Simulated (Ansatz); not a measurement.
## Sr3Sc: which magnetic state is lowest?

All numbers below come from DFT PBE, scalar-relativistic, plane waves, PAW in Ansatz 0.2.0.

```xyz
4
Lattice="-2.7813 2.7813 5.7867 2.7813 -2.7813 5.7867 2.7813 2.7813 -5.7867" Properties=species:S:1:pos:R:3 pbc="T T T"
Sr    0.0000    2.7813    2.8934
Sr    2.7813    0.0000    2.8934
Sr    0.0000    0.0000    5.7867
Sc    0.0000    0.0000    0.0000
```

The plane-wave cutoff is 420 eV. The Γ-centred k-mesh is 10×10×10, the occupation rule is Gaussian smearing, 0.1 eV and the list of starting moments (μB, in atom order) is 0 0 0 1. The check for lower electronic states after the SCF is off.

All runs keep this geometry, which stands near equilibrium for the lowest state (largest force there 0.000 eV/Å, pressure 0.0 GPa; forces reach 0.02 eV/Å in another state) and needn't be a stable compound; relaxing each order can shift differences of a few meV. A propagation vector, in units of the reciprocal vectors, doubles the cell, which takes an equally dense mesh. The large starts are 0 0 0 2.5 μB. The small starts are 0 0 0 0.5 μB. Site moments are spin moments in atom-centred spheres that scale with the neighbour distance. The states are those that the runs reached from these starts; a lower one can exist.

```tsv
start	ends	energy above lowest (meV/atom)	site moments (μB)	gap on mesh (eV)	P (GPa)
no spin	non-magnetic	4.64	none over 0.05	metal	0.0
ferromagnetic	ferromagnetic	0.00	Sr +0.07 (×2), Sr +0.06, Sc +0.54	metal	0.0
large parallel starting moments	ferromagnetic	0.00	Sr +0.07 (×2), Sr +0.06, Sc +0.54	metal	0.0
antiferromagnetic, doubled cell, propagation vector (0, 0, 1/2)	antiferromagnetic	1.21	Sc +0.67, Sc -0.67	metal	0.0
antiferromagnetic, doubled cell, propagation vector (0, 1/2, 0)	antiferromagnetic	0.41	Sr +0.06 (×2), Sr -0.06 (×2), Sc +0.70, Sc -0.70	metal	0.0
antiferromagnetic, doubled cell, propagation vector (1/2, 1/2, 1/2)	antiferromagnetic	1.90	Sr -0.09, Sc +0.60, Sr +0.09, Sc -0.60	metal	0.0
small parallel starting moments	ferromagnetic	0.00	Sr +0.07 (×2), Sr +0.06, Sc +0.54	metal	0.0
```

Cost: 7 runs of about 23 core-minutes in all, on Arm Neoverse V1 (shared hosts).